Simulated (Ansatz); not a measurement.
Relaxed-ion elastic tensor of MgF2 (CdI2 type, space group No. 164) in GPa (Voigt order), LDA (plane waves, PAW; program Ansatz); density 3.08 g/cm³, 11.20 Å³ per atom.

```
 176  40.4  11.0  -5.4   0.0   0.0
40.4   176  11.0   5.4   0.0   0.0
11.0  11.0  26.6   0.0   0.0   0.0
-5.4   5.4   0.0   5.1   0.0   0.0
 0.0   0.0   0.0   0.0   5.1  -5.4
 0.0   0.0   0.0   0.0  -5.4  67.8
```

Is the crystal mechanically stable?

Yes: the smallest eigenvalue of C is 4.6 GPa.

Work out the Voigt and Reuss bounds. Is their mean of use?

K_V = 55.9, K_R = 24.5; G_V = 36.7, G_R = 9.5 GPa. The bounds lie so far apart that a Hill average or a Debye temperature from it would say little.

Space group P-3m1 (CdI2 type). The start of the workflow was typed in or built on a structure type; neither database checked (COD, Materials Project) lists it. It is not the phase usual at ambient conditions (space group No. 136). Symmetry was held in the LDA relaxation; whether a distortion lowers the energy is not shown. A crystal of weakly bound layers computed without a dispersion correction: the cell and the soft elastic constants depend strongly on that.

Potentials: the earlier of the program's two PAW sets. The files were generated under PBE; for other functionals the program regenerates the frozen cores, and for LDA and PBEsol the local potential too.
